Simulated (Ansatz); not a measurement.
This cell of ZnSe (zinc blende) is off equilibrium:

```xyz
4
Lattice="0.0000 5.7330 5.7330 2.8665 2.8665 5.7330 2.8665 2.8665 0.0000" Properties=species:S:1:pos:R:3 pbc="T T T"
Se     4.1064     4.2998     4.2998
Se     4.4931     7.1663     7.1663
Zn     0.0000    -0.2800     0.0000
Zn     2.8665     6.0130     2.8665
```

Level of theory: PBE (plane waves to 420 eV, PAW, scalar-relativistic; Ansatz, a first-principles code). k mesh 10×10×10 (Γ-centred), Fermi-Dirac smearing 0.05 eV. Compression counts positive. ZnSe was relaxed with its symmetry unable to fall.

Task: Predict the force on every atom, in eV/Å.

Result: 
```csv
atom,Fx,Fy,Fz
Se1,0.317,0.000,0.000
Se2,-0.317,0.000,0.000
Zn3,0.000,0.284,0.000
Zn4,0.000,-0.284,0.000
```

Task: What is the stress tensor (GPa)?

Result: 
```
  -0.89     0.00     0.00
   0.00    -0.63     0.00
   0.00     0.00    -0.44
```
The pressure, a third of the trace, is -0.65 GPa.

(For displaced atoms, the force is minus the slope of the energy, and its curvature is a force constant, which sets phonon frequencies.)
